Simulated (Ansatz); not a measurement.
Given:

Starting cell, Bi2Se3 (Bi2Te3 type, space group R-3m):

```yaml
crystal:
  lattice:
    - [2.07216, 1.19636, 9.48267]
    - [-2.07216, 1.19636, 9.48267]
    - [0.00000, -2.39272, 9.48267]
  atoms:
    - { symbol: Bi, position: [0.40087, 0.40087, 0.40087] }
    - { symbol: Bi, position: [0.59913, 0.59913, 0.59913] }
    - { symbol: Se, position: [0.00000, 0.00000, 0.00000] }
    - { symbol: Se, position: [0.21052, 0.21052, 0.21052] }
    - { symbol: Se, position: [0.78948, 0.78948, 0.78948] }
```

Two-dimensional scan of atom 4 (Se, nearest neighbour Bi at 2.863 Å; its periodic images, 4.1 Å or more away, move with it): u runs along (1.000, 0.000, 0.000), v along (0.000, 1.000, 0.000) (Cartesian). Cell and other atoms are fixed.

Computed with PBE-D3(BJ) (plane waves to 420 eV, PAW, scalar-relativistic; Ansatz, a first-principles code). k mesh 8×8×8 (Γ-centred), Fermi-Dirac smearing 0.05 eV. The energy includes the smearing's −TS. Bi2Se3 was relaxed with its symmetry unable to fall. Spin-orbit coupling is left out, though Bi is heavy. The zero of ΔE is the undisplaced structure. Axes are in Å.

The scan covers u from -0.720 to 0.720 Å in 5 points and v from -0.720 to 0.720 Å in 5 points.

**Question.** Is the undisplaced position a minimum, a maximum or a saddle of this map?

**Answer.** A minimum.

**Question.** What are the two principal curvatures of the energy at the centre?

**Answer.** 3.9 eV/Å², isotropic.

(A displaced cell: forces are minus the slopes of the energy, force constants its curvatures, and phonons follow from these.)
